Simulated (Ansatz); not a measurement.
A geometry of TiB2 away from equilibrium: the start of the relaxation of a relaxed TiB2 cell displaced along its unstable phonon at q = (½, ½, 0) of its primitive reciprocal cell (134i cm⁻¹), largest move 0.15 Å. Method: PBEsol (plane waves to 420 eV, PAW, scalar-relativistic; Ansatz, an electronic-structure program). Γ-centred k-mesh 10×10×8 on the run's cell (coarser than for final values), Fermi–Dirac smearing 0.05 eV.

```xyz
12
Lattice="6.1164 -4.4306 0.0000 6.1164 0.0000 0.0000 -2.0580 0.0000 4.0497" Properties=species:S:1:pos:R:3 pbc="T T T"
B      8.0276    -2.9088     0.4991
B      4.8043    -0.6456     0.7449
B      9.4576    -2.8609     1.2800
B      6.2343    -0.6935     1.5258
B      2.1471    -1.5218     3.5507
B      5.3704    -3.7850     3.3049
B      0.7171    -1.5697     2.7698
B      3.9404    -3.7371     2.5239
Ti     2.3941    -0.7250     1.0018
Ti     5.7514    -2.9403     1.0231
Ti     7.7806    -3.7056     3.0480
Ti     4.4233    -1.4903     3.0267
```

Q: Which atoms carry the largest force, and which way does it point?

A: 0.22 eV/Å, on B1, B4, B5, B8 (atoms numbered as listed); on B4 its components are (0.02, 0.20, 0.10).

Q: What is the pressure?

A: -0.6 GPa, compression positive.

No spin polarisation in the result.

The run could not lose the symmetry of its start, so the end can be a saddle point.

The end of the path is a generated cell of TiB2: the first start was made by placing the elements on the sites of a structure type, and the end was not matched to a known phase here, so it may be hypothetical. Known forms of TiB2 include space group No. 191.
